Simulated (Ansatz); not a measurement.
The start is a generated trial cell of YN in the AFLOW prototype AB_oF8_69_a_b (B24, as in TlF). The structure is fully relaxed (lattice and positions, P = 0) with r2SCAN (plane waves to 500 eV, PAW, scalar-relativistic; Ansatz, a first-principles code). The first steps use a coarse 8×8×8 k-mesh.

Starting cell:
```
CELL_PARAMETERS angstrom
      0.00000     2.53967     2.81004
      2.39408     0.00000     2.81004
      2.39408     2.53967     0.00000
ATOMIC_POSITIONS crystal
  N  0.00000 0.00000 0.00000
  Y  0.50000 0.50000 0.50000
```

What pressure does the first self-consistent step give?

-14.2 GPa (negative: the cell is under tension).

What symmetry does the relaxed structure have?

The space group goes from Fmmm (No. 69) to Fm-3m (No. 225); the end is rock salt type, with 2 atoms in the primitive cell.

By how much does the energy per atom fall from start to end?

0.22 eV/atom.

How does the volume change?

-14.2 %, from 17.09 to 14.67 Å³/atom.

What does it relax into? Give the structure.


Space group Fm-3m (No. 225); a = b = c = 4.8957 Å, α = β = γ = 90.00°

```tsv
atom	site	symmetry	x	y	z
N	4a	m-3m	0.0000	0.0000	0.0000
Y	4b	m-3m	0.5000	0.5000	0.5000
```
(The calculation used a cell of 2 atoms; values per cell refer to that cell.)

Final values are on a 12×12×12 k-mesh of the relaxed cell. No spin polarisation in the result.

The run could not lose the symmetry of its start.

All atoms sit on sites fixed by symmetry, so only the cell could relax.
